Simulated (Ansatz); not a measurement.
**Field gradients of MoS2 with hydrogen replacing S from run to run**

Cell of run 1: a supercell of MoS2 (space group P6_3/mmc) built from an entry of the Crystallography Open Database (COD), with all atoms left at the host's positions.

```cif
data_Mo8HS15
_symmetry_space_group_name_H-M 'P3m1'
_symmetry_Int_Tables_number 156
_cell_length_a 6.3380
_cell_length_b 6.3380
_cell_length_c 12.3240
_cell_angle_alpha 90.000
_cell_angle_beta 90.000
_cell_angle_gamma 120.000
loop_
_atom_site_label
_atom_site_type_symbol
_atom_site_symmetry_multiplicity
_atom_site_Wyckoff_symbol
_atom_site_fract_x
_atom_site_fract_y
_atom_site_fract_z
Mo1 Mo 1 a 0.0000 0.0000 0.2500
Mo2 Mo 3 d 0.0000 0.5000 0.2500
Mo5 Mo 3 d 0.1667 0.8333 0.7500
Mo8 Mo 1 c 0.6667 0.3333 0.7500
H H 1 a 0.0000 0.0000 0.6230
S10 S 3 d 0.0000 0.5000 0.6230
S13 S 3 d 0.1667 0.8333 0.1230
S16 S 1 c 0.6667 0.3333 0.1230
S17 S 1 a 0.0000 0.0000 0.8770
S18 S 3 d 0.0000 0.5000 0.8770
S21 S 3 d 0.1667 0.8333 0.3770
S24 S 1 c 0.6667 0.3333 0.3770
```

One atom of each set is listed.

Relaxed positions (PBE, cell held):

Mo1 (0.0000, 0.0000, 0.2493)
Mo2 (0.0001, 0.5000, 0.2493)
Mo5 (0.1648, 0.8352, 0.7459)
Mo8 (0.6667, 0.3333, 0.7479)
H (0.0000, 0.0000, 0.6675)
S10 (0.9978, 0.4989, 0.6203)
S13 (0.1667, 0.8333, 0.1229)
S16 (0.6667, 0.3333, 0.1228)
S17 (0.0000, 0.0000, 0.8740)
S18 (0.0068, 0.5034, 0.8733)
S21 (0.1666, 0.8334, 0.3758)
S24 (0.6667, 0.3333, 0.3757)

All runs are DFT with Ansatz 0.2.0 (plane waves and PAW, scalar-relativistic unless spin–orbit coupling is named, Γ-centred meshes, Fermi–Dirac smearing where given) in this cell, at cell charge +1.

Run 1: PBE, atoms at the host's positions; 420 eV, 4×4×2 k-points, smearing 0.01 eV.
Run 2: PBE, atoms relaxed; 420 eV, 4×4×2 k-points, smearing 0.01 eV.
Run 3: r2SCAN, at the relaxed atoms; 500 eV, 4×4×2 k-points, smearing 0.01 eV.

```csv
run,Mo5 V_zz (η),H V_zz (η),S10 V_zz (η),S17 V_zz (η),S18 V_zz (η)
1,-11.32 (0.69),-0.043 (0.00),-4.02 (0.60),-4.62 (0.00),-6.60 (0.53)
2,-9.56 (0.54),-0.25 (0.00),-3.92 (0.58),-5.03 (0.00),-6.80 (0.36)
3,?,?,?,?,?
```

V_zz in 10²¹ V/m²; 5 of the 12 sets of like atoms are followed.

Q: Estimate the row of run 3.

A: Mo5: -9.72 (0.51); H: -0.27 (0.00); S10: -4.13 (0.47); S17: -5.10 (0.00); S18: -6.95 (0.31). It lies nearest to run 2, from whose tensors on these sites it differs by 0.28 at most (largest principal value of the difference, on S10). Taken one at a time, the positions of the atoms (as given or relaxed) move the tensors on these sites by up to 2.23 (largest principal value of the change, on Mo5), the functional (r2SCAN with its higher cutoff) by 0.28 (S10).

The defect repeats with the cell of 24 atoms, so it feels its images: sites between two images don't show the values beside a lone defect, and zeros or small values of η there can come from the images' arrangement. Mo and S carry a gradient in the pure host already, so the values there aren't the defect's effect alone. A uniform background compensates the cell's charge. Without spin–orbit coupling (the program notes it for Mo) the gradients can shift somewhat, as the gap is small. The relaxation keeps the site symmetry 3m of the start, so the impurity can move only along its axis; a distortion that would localise the partly filled state isn't explored. In run 1 the atoms aren't at the calculated equilibrium (largest force 1.7 eV/Å). In runs 1, 2, 3 the defect cell has no gap above 0.1 eV, so the values hang on the smearing and the k-mesh. The run isn't spin-polarised, and a state with spin may lie lower.
